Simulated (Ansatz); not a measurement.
BaSrTi₂O₆:
```cif
data_Ba4O24Sr4Ti8
_chemical_formula_sum 'Sr4 Ti8 O24 Ba4'
_space_group_name_H-M_alt 'Fm-3m'
_space_group_IT_number 225
_space_group_name_Hall '-F 4 2 3'
_cell_length_a 7.95906
_cell_length_b 7.95906
_cell_length_c 7.95906
_cell_angle_alpha 90.000
_cell_angle_beta 90.000
_cell_angle_gamma 90.000
loop_
_atom_site_label
_atom_site_type_symbol
_atom_site_symmetry_multiplicity
_atom_site_Wyckoff_symbol
_atom_site_fract_x
_atom_site_fract_y
_atom_site_fract_z
_atom_site_occupancy
Sr1 Sr 4 a 0.00000 0.00000 0.00000 1
Ti1 Ti 8 c 0.25000 0.25000 0.25000 1
O1 O 24 d 0.00000 0.25000 0.25000 1
Ba1 Ba 4 b 0.50000 0.50000 0.50000 1
```
(The calculation used a cell of 10 atoms; values per cell refer to that cell.)

Relaxed with PBE.

Q: Which orbitals make up the states near the band edges in PBE (plane waves, PAW; program Ansatz)?

A: Top 1 eV of the valence band: O 2p 94 %. Bottom 1 eV of the conduction band: Ti 3d 87 %, O 2p 11 %. Projections are on Löwdin-orthogonalised atomic valence shells; empty p or d shells of many metals are not among them.

Q: Tabulate the density of states.

A: States/eV per cell of 10 atoms, in 0.25 eV bins, energy from the valence-band maximum.

| E (eV) | total | O 2p | Ti 3d | O 2s |
|---|---|---|---|---|
| -7.85 | 0.00 | 0.00 | 0.00 | 0.00 |
| -7.60 | 0.00 | 0.00 | 0.00 | 0.00 |
| -7.35 | 0.00 | 0.00 | 0.00 | 0.00 |
| -7.10 | 0.00 | 0.00 | 0.00 | 0.00 |
| -6.85 | 0.00 | 0.00 | 0.00 | 0.00 |
| -6.60 | 0.00 | 0.00 | 0.00 | 0.00 |
| -6.35 | 0.00 | 0.00 | 0.00 | 0.00 |
| -6.10 | 0.00 | 0.00 | 0.00 | 0.00 |
| -5.85 | 0.00 | 0.00 | 0.00 | 0.00 |
| -5.60 | 0.00 | 0.00 | 0.00 | 0.00 |
| -5.35 | 0.00 | 0.00 | 0.00 | 0.00 |
| -5.10 | 0.00 | 0.00 | 0.00 | 0.00 |
| -4.85 | 0.00 | 0.00 | 0.00 | 0.00 |
| -4.60 | 0.00 | 0.00 | 0.00 | 0.00 |
| -4.35 | 1.79 | 1.33 | 0.16 | 0.01 |
| -4.10 | 8.05 | 5.73 | 1.41 | 0.04 |
| -3.85 | 7.83 | 5.41 | 1.89 | 0.03 |
| -3.60 | 8.32 | 5.80 | 1.99 | 0.06 |
| -3.35 | 7.19 | 5.24 | 1.48 | 0.06 |
| -3.10 | 9.97 | 7.69 | 1.62 | 0.06 |
| -2.85 | 13.33 | 10.71 | 1.82 | 0.06 |
| -2.60 | 12.71 | 10.05 | 1.81 | 0.05 |
| -2.35 | 8.17 | 6.34 | 1.22 | 0.03 |
| -2.10 | 4.63 | 3.65 | 0.70 | 0.02 |
| -1.85 | 4.77 | 3.98 | 0.51 | 0.03 |
| -1.60 | 7.08 | 6.22 | 0.38 | 0.06 |
| -1.35 | 4.33 | 3.89 | 0.18 | 0.03 |
| -1.10 | 13.65 | 12.52 | 0.48 | 0.07 |
| -0.85 | 13.03 | 12.04 | 0.44 | 0.06 |
| -0.60 | 8.94 | 8.35 | 0.24 | 0.03 |
| -0.35 | 6.83 | 6.59 | 0.06 | 0.01 |
| -0.10 | 3.39 | 3.33 | 0.00 | 0.00 |
| 0.15 | 0.00 | 0.00 | 0.00 | 0.00 |
| 0.40 | 0.00 | 0.00 | 0.00 | 0.00 |
| 0.65 | 0.00 | 0.00 | 0.00 | 0.00 |
| 0.90 | 0.00 | 0.00 | 0.00 | 0.00 |
| 1.15 | 0.00 | 0.00 | 0.00 | 0.00 |
| 1.40 | 0.00 | 0.00 | 0.00 | 0.00 |
| 1.65 | 0.00 | 0.00 | 0.00 | 0.00 |
| 1.90 | 0.82 | 0.02 | 0.78 | 0.00 |
| 2.15 | 2.27 | 0.14 | 2.09 | 0.00 |
| 2.40 | 2.80 | 0.29 | 2.46 | 0.00 |
| 2.65 | 3.80 | 0.52 | 3.19 | 0.00 |
| 2.90 | 3.73 | 0.60 | 3.02 | 0.00 |
| 3.15 | 6.26 | 1.16 | 4.93 | 0.01 |
| 3.40 | 8.67 | 1.74 | 6.62 | 0.01 |
| 3.65 | 11.99 | 2.49 | 8.94 | 0.01 |
| 3.90 | 6.14 | 1.25 | 4.46 | 0.02 |
| 4.15 | 2.98 | 0.40 | 2.26 | 0.17 |
| 4.40 | 2.02 | 0.14 | 1.59 | 0.22 |
| 4.65 | 2.67 | 0.24 | 2.03 | 0.28 |
| 4.90 | 2.95 | 0.33 | 2.19 | 0.31 |
| 5.15 | 2.24 | 0.33 | 1.61 | 0.21 |
| 5.40 | 2.16 | 0.35 | 1.40 | 0.18 |
| 5.65 | 2.90 | 0.51 | 1.68 | 0.19 |
| 5.90 | 1.48 | 0.18 | 0.54 | 0.07 |
| 6.15 | 3.63 | 0.60 | 1.60 | 0.18 |
| 6.40 | 3.45 | 0.70 | 1.65 | 0.16 |
| 6.65 | 3.60 | 0.58 | 1.22 | 0.15 |

The start of the workflow was typed in or built on a structure type; neither database checked (COD, Materials Project) lists it. Whether it is the stable phase at ambient conditions was not checked. The PBE relaxation kept the symmetry of its start; whether a distortion lowers the energy is not shown. The workflow began spin-polarised and lost its moments. Scalar-relativistic: spin–orbit coupling is off unless named, which matters more the heavier the elements.

Potentials: the later of the program's two PAW sets.
